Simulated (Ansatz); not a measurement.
# Data sheet: Si₂Mo (DFT)

Si$_{2}$Mo:
```
CELL_PARAMETERS angstrom
      4.58494     0.00000     0.00000
     -2.29247     3.97067     0.00000
      0.00000     0.00000     6.57694
ATOMIC_POSITIONS crystal
  Si 0.16386 0.83614 0.83333
  Si 0.32771 0.16386 0.16667
  Si 0.16386 0.32771 0.50000
  Si 0.83614 0.16386 0.83333
  Si 0.67229 0.83614 0.16667
  Si 0.83614 0.67229 0.50000
  Mo 0.50000 0.00000 0.50000
  Mo 0.50000 0.50000 0.83333
  Mo 0.00000 0.50000 0.16667
```

Space group P6_222 (No. 180); conventional cell a = b = 4.585 Å, c = 6.577 Å, α = β = 90.00°, γ = 120.00°.

Method: plane-wave PAW r²SCAN (Ansatz code). Geometry: relaxed at this level of theory. Other levels are named where they apply.

**Cell and energy**

```
Quantity                                                         Value
-----------------------------------------------------  ---------------
Volume per atom                                               13.30 Å³
Density                                                     6.33 g/cm³
Formation energy from the elements (no fitted shifts)  -42 kJ/mol-atom
```

**Electronic structure**

```
Item                                                                          Result
--------------------------------------------  --------------------------------------
Band gap                                                          0.16 eV (indirect)
Valence-band maximum                                                            at L
Conduction-band minimum                                  at M (3 equivalent valleys)
Smallest direct gap on the standard path                                     0.69 eV
Electron effective mass                       0.33, 0.45, 0.45 mₑ (principal values)
Hole effective mass                           0.44, 0.46, 0.55 mₑ (principal values)
Hole effective mass with spin–orbit coupling  0.44, 0.45, 0.56 mₑ (principal values)
HSE06 gap on the r²SCAN cell                                                 0.54 eV
Gap with spin–orbit coupling                                                 0.15 eV
```

**Mechanics**

```
Item                                                                                           Value
--------------------------------------------  ------------------------------------------------------
Bulk modulus (Birch–Murnaghan fit)                                                           221 GPa
Pressure derivative B′                                                                           4.5
Elastic constants (relaxed ions, GPa)         C11 = 441, C12 = 75.6, C13 = 130, C33 = 448, C44 = 157
Mechanical stability                                          stable (all eigenvalues of C positive)
Hill bulk and shear moduli                                                           222 and 165 GPa
Young's modulus                                                                              396 GPa
Poisson's ratio                                                                                 0.20
Debye temperature from the elastic constants                                                   708 K
```

**Dielectric response**

```
Quantity                                                                     Result
--------------------------------------------------------  -------------------------
Electronic dielectric constant ε∞ (DFPT)                  26.5 (xx = yy), 23.7 (zz)
Static dielectric constant ε0 (ions relaxed, cell fixed)  54.9 (xx = yy), 46.8 (zz)
Born charges (a third of the trace)                            Si +3.98, Mo -7.96 e
```

**Phonons**

```
Item                                                                       Value
--------------------------------------------------  ----------------------------
Highest zone-centre frequency (without LO–TO term)                     419 cm^-1
Zone-centre stability                                     no imaginary mode at Γ
Dynamical stability on the path                     stable (no imaginary branch)
Zero-point energy                                                  54.4 meV/atom
Vibrational entropy at 300 K                             19.8 J/(K·mol of atoms)
```

**Charges**

```
Quantity                     Result
-------------  --------------------
Bader charges  Si -0.09, Mo +0.19 e
```

The first step of the workflow began from a Materials Project structure, measured or hypothetical; the Crystallography Open Database copy checked does not list it. It is not the phase usual at ambient conditions (space group No. 139). Symmetry was held in the r²SCAN relaxation. The run is not spin-polarised. The references are the lowest solids computed at this level, not always the standard phases. Spin–orbit coupling is left out wherever it is not named.

Potentials: the earlier of the program's two PAW sets.
